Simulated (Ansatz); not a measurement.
## ScAl3 (Cu3Au type), scan of one atom of the cell

Relaxed ScAl3 (Cu3Au type):

```xyz
4
Lattice="4.1059 0.0000 0.0000 0.0000 4.1059 0.0000 0.0000 0.0000 4.1059" Properties=species:S:1:pos:R:3 pbc="T T T"
Al     0.0000     2.0529     2.0529
Al     2.0529     2.0529     0.0000
Al     2.0529     0.0000     2.0529
Sc     0.0000     0.0000     0.0000
```

Scan: atom 2 (Al, nearest neighbour Al at 2.903 Å; its periodic images, 4.1 Å or more away, move with it) is displaced along Cartesian z, direction (0.000, 0.000, 1.000) in Cartesian axes, by s. The other atoms stay.

Level of theory: PBE (plane waves to 420 eV, PAW, scalar-relativistic; Ansatz, a first-principles code). k mesh 9×9×9 (Γ-centred), Fermi-Dirac smearing 0.05 eV. The energy includes the smearing's −TS. Compression counts positive. With partly filled bands, energies and forces of such displacements shift with the k mesh and the smearing. F∥ is the force on the atom along that direction. ScAl3 is run without spin polarisation. ScAl3 was relaxed with its symmetry unable to fall. ΔE is measured from the undisplaced structure.

```
s (Å)   ΔE (meV/cell)  P (GPa)  F∥ (eV/Å)
------  -------------  -------  ---------
-0.290            192      1.4      1.348
-0.232            122      0.9      1.065
-0.174             68      0.5      0.791
-0.116             30      0.2      0.523
-0.058              8      0.1      0.260
0.000               0      0.0      0.000
0.058               8      0.1     -0.260
0.116              30      0.2     -0.523
0.174              68      0.5     -0.791
0.232             122      0.9     -1.065
0.290             192      1.4     -1.348
```

Derived quantities:

```
Quantity                                                                                                                                         Result
--------------------------------------------------------  ---------------------------------------------------------------------------------------------
Energy at s = 0.290 Å                                                                                                                      192 meV/cell
Force along the line at s = -0.290 Å                                                                                                          1.35 eV/Å
Symmetry of the curve                                                                                                     even: the same for both signs
Shape of the curve                                                                       a single well with its minimum at or next to zero displacement
Force constant k = d²E/ds² at s = 0 (finite differences)                                                                                     4.48 eV/Å²
Harmonic estimate at the end of the scan                  ½ks² = 189 meV/cell against the computed 192 meV/cell, so the well is close to harmonic there
```

(A displaced cell: forces are minus the slopes of the energy, force constants its curvatures, and phonons follow from these.)
